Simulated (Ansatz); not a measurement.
## BaTiO₃: moving Ba off its site

BaTiO₃, P4mm, a = 3.972 Å, c = 4.112 Å. The structure is a COD entry; whether it is the stable form wasn't checked. Ansatz: r2SCAN, PAW, 500 eV, Γ-centred 8×8×8 mesh on 5 atoms, Gaussian smearing 0.05 eV; no spin polarisation.

```xyz
5
Lattice="3.9723 0.0000 0.0000 0.0000 3.9723 0.0000 0.0000 0.0000 4.1124" Properties=species:S:1:pos:R:3 pbc="T T T"
Ba    0.0000    0.0000    4.0820
Ti    1.9862    1.9862    1.9514
O     1.9862    1.9862    0.1298
O     1.9862    0.0000    2.1164
O     0.0000    1.9862    2.1164
```

Atom 1 (Ba) moves by x along the unit vector (0.000, 0.000, 1.000), with its periodic images; all else is held. y is the free energy of the cell over the start, F the force along the path summed over the moved atoms.

| x (Å) | y (meV) | F (eV/Å) |
| --- | --- | --- |
| -0.100 | ? | ? |
| -0.075 | 17.14 | 0.46 |
| -0.050 | 7.57 | 0.30 |
| 0.000 | 0.00 | 0.00 |
| 0.025 | 1.86 | -0.15 |
| 0.075 | 16.61 | -0.44 |
| 0.100 | 29.43 | -0.59 |

Fit y = c2 x² + c3 x³ + c4 x⁴ to the energies of the other rows, give the force constant, and predict energy and force of the missing row.

Least squares on the rows shown. y = 2992.7 x² − 628.20 x³ + 1308.3 x⁴. The force constant is 2 c2 = 5.99 eV/Å² (for all images moving together, not for a lone atom). The force −dy/dx at the missing row is 0.62 eV/Å (computed 0.62). At x = -0.100 the fit asked for gives 30.69 meV. The run gave 30.68 meV, so the fit is 0.01 meV too high, a small miss on the scale of the series.